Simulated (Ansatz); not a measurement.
SnO (litharge type, space group P4/nmm)

```
SnO
1.0
    3.76899     0.00000     0.00000
    0.00000     3.76899     0.00000
    0.00000     0.00000     4.56019
Sn O
2 2
Direct
  0.50000   0.00000   0.25342
  0.00000   0.50000   0.74658
  0.00000   0.00000   0.00000
  0.50000   0.50000   0.00000
```

The slice is a (010) plane (indices of the conventional cell) through the point (0.500, 0.500, 0.000) (fractional), spanned by u = [100] and v = [001] in vectors of this cell: u (3.77 Å) and v (4.56 Å, at 90° to u). It covers one period; positions are fractions (u, v).

The numbers are results of PBEsol-D3(BJ) (plane waves to 420 eV, PAW, scalar-relativistic; Ansatz, a first-principles code), not measurements. k mesh 12×12×10. Near the nuclei the fields are pseudised (PAW); where an atom keeps semicore shells as valence, they peak there. SnO was relaxed with its symmetry unable to fall. The PAW data are Ansatz's earlier set.

What is the ELF at the midpoint of the shortest Sn–O line in this plane (2.21 Å)?

0.2.

What is the valence density on the shortest Sn–O line in this plane (2.21 Å), at its midpoint?

0.48 e/Å³.

Predict the map of the valence electron density on the slice.


```
|@@%#*++=----===----=++*#%@|
|%%%#*+======+++======+*#%%|
|%##**+====+*****+====+**##|
|#***++==++*##%##*++==++***|
|++++====+*#%%%%%#*+====+++|
|=======+*#%@@@@@%#*+======|
|-----==+*#%@@@@@%#*+==----|
|------=+*%%@@@@@%%*+=-----|
|::::--=+*%%@@@@@%%*+=--:::|
|..:::-=+*#%@@@@@%#*+=-:::.|
|...::-==+#%%%@%%%#+==-::..|
|...::--=+*##%%%##*+=--::..|
|....::-==+**###**+==-::...|
|....::--==+++++++==--::...|
| ....::--=========--::....|
| ....:::---=====---:::....|
| .....:::---------:::.....|
|.......:::::::::::::......|
|.........:::::::::........|
|..........................|
|..........................|
|.......             ......|
|::::...             ...:::|
|--:::...           ...:::-|
|----::..           ..::---|
|====--:..         ..:--===|
|++++=--:..       ..:--=+++|
|#**++=-::..     ..::-=++**|
|%##*+==-:.........:-==+*##|
|%%%#*+=-:::.....:::-=+*#%%|
|@@%#*+=--:::::::::--=+*#%@|
|@@%%#++=-----------=++#%%@|
```
Scale: ten equal steps from -1.55 (start of ' ') to 1.11 (end of '@'), in the order ' .:-=+*#%@'. Values: log₁₀ of the valence density in e/Å³. The map has 26 points along u (one character each, u = 0 at the left) and 32 along v (v = 0 in the bottom row). The scale is logarithmic, as a density can span decades between atoms and voids.
